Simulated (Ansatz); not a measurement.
**Two states of Sr2CuO3**

```yaml
crystal:
  lattice:
    - [0.00000, 0.00000, 3.56047]
    - [-12.92419, 3.97992, 0.00000]
    - [6.46210, 1.98996, -1.78024]
  atoms:
    - { symbol: O, position: [0.00000, 0.00000, 0.00000] }
    - { symbol: O, position: [0.50000, 0.50000, 0.00000] }
    - { symbol: Sr, position: [0.42605, 0.07395, 0.85210] }
    - { symbol: Sr, position: [0.92605, 0.57395, 0.85210] }
    - { symbol: Sr, position: [0.07395, 0.42605, 0.14790] }
    - { symbol: Sr, position: [0.57395, 0.92605, 0.14790] }
    - { symbol: Cu, position: [0.25000, 0.25000, 0.50000] }
    - { symbol: Cu, position: [0.75000, 0.75000, 0.50000] }
    - { symbol: O, position: [0.32735, 0.17265, 0.65470] }
    - { symbol: O, position: [0.82735, 0.67265, 0.65470] }
    - { symbol: O, position: [0.17265, 0.32735, 0.34530] }
    - { symbol: O, position: [0.67265, 0.82735, 0.34530] }
```

The numbers come from plane-wave PAW DFT (Ansatz): r2SCAN, with U_eff = 4.24 eV on Cu d, U_eff = 6.66 eV on O p (all-electron-ortho-atomic projectors), 500 eV, 6×3×6 Γ-centred k points, fermi-dirac occupations (width 0.0106 eV). Nothing was relaxed.

State A: Cu7 up, Cu8 up (collinear spin). State B: Cu7 up, Cu8 down (collinear spin).

Problem. Which state is lower, and how do they differ?

Solution. State B is lower by 8.7 meV an atom at zero smearing.

| state | free energy (meV/atom) | largest moment in a small sphere (μB) | net moment (μB/cell) | gap on mesh (eV) | pressure (GPa) | largest force (eV/Å) |
| --- | --- | --- | --- | --- | --- | --- |
| A | 8.7 | 0.74 | 2.00 | 1.87 | -7.3 | 0.33 |
| B | 0.0 | 0.71 | 0.00 | 3.07 | -7.6 | 0.37 |

Origin: a database entry at a rescaled volume. Caveats: an odd or shifted mesh can miss the band edges, so this level's true gap may be smaller.
